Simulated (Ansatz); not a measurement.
ZrGeS in space group P4/nmm (No. 129; Zr on 2c, Ge on 2a, S on 2c) at seven volumes, DFT-r²SCAN in the program Ansatz with PAW potentials, shape and atoms relaxed at each. One row is withheld.

```csv
V (Å³/atom),P (GPa)
16.206,?
16.741,9.02
17.275,4.15
17.809,0.01
18.344,-3.52
18.878,-6.51
19.412,-9.02
```

### Question
Fit the shown pressures and predict the withheld one.

### Answer
Third-order Birch–Murnaghan: P = (3/2)B₀(x^(7/2) − x^(5/2))[1 + (3/4)(B′ − 4)(x − 1)] with x = (V₀/V)^(2/3). Least squares on the six rows gives V₀ = 17.810 Å³/atom, B₀ = 127.0 GPa, B′ = 4.47. At V = 16.206, x = 1.0649 and P = 14.81 GPa. The run itself gave 14.75 GPa.

The workflow started from a Materials Project entry (that database holds measured and hypothetical structures alike); the Crystallography Open Database files this formula in space group No. 129, but the cells were not matched. Whether it is the stable phase at ambient conditions was not checked. The r²SCAN relaxation kept the symmetry of its start; its stability against distortions is not shown here. The run is not spin-polarised.

Potentials: the later of the program's two PAW sets.
